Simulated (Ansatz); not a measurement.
**Question.** Zr (hcp (Mg type), P6_3/mmc) is relaxed with the program Ansatz at the PBE+D3(BJ) level (PAW). What lattice parameters of the conventional cell result?

**Answer.** a = 3.183 Å, c = 5.116 Å.

The PBE+D3(BJ) relaxation kept the symmetry of its start. No spin polarisation was allowed. The pairwise dispersion correction was not fitted to metals. Axis ratios of metals converge slowly with the k-mesh, so a and c are less sure than the volume.

Potentials: the later of the program's two PAW sets.
